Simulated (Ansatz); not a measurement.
Values for one crystal, relaxed and computed with PBEsol (plane waves, PAW; program Ansatz); other levels are named.

| Item | Value |
|---|---|
| Volume per atom | 15.87 Å³ |
| Electronic character | metallic (no gap) |
| Density of states at the Fermi level | 0.21 states/eV per atom (mean over ±0.08 eV) |
| Formation energy from the elements (no fitted shifts) | -664 meV/atom |

Question: Which compound is it?
A) BaGe2, I4_1/amd (Ba on 4a, Ge on 8e)
B) SnSb, rock salt
C) HfSi2, Cmcm (Si on 4c, Si on 4c, Hf on 4c)
D) TiSi2, Fddd (Si on 16f, Ti on 8a)

Answer: C, HfSi2, Cmcm (Si on 4c, Si on 4c, Hf on 4c)

Symmetry was held in the PBEsol relaxation. No spin polarisation was allowed. The references are the lowest solids computed at this level, not always the standard phases. Spin–orbit coupling is left out wherever it is not named.

Potentials: the later of the program's two PAW sets.
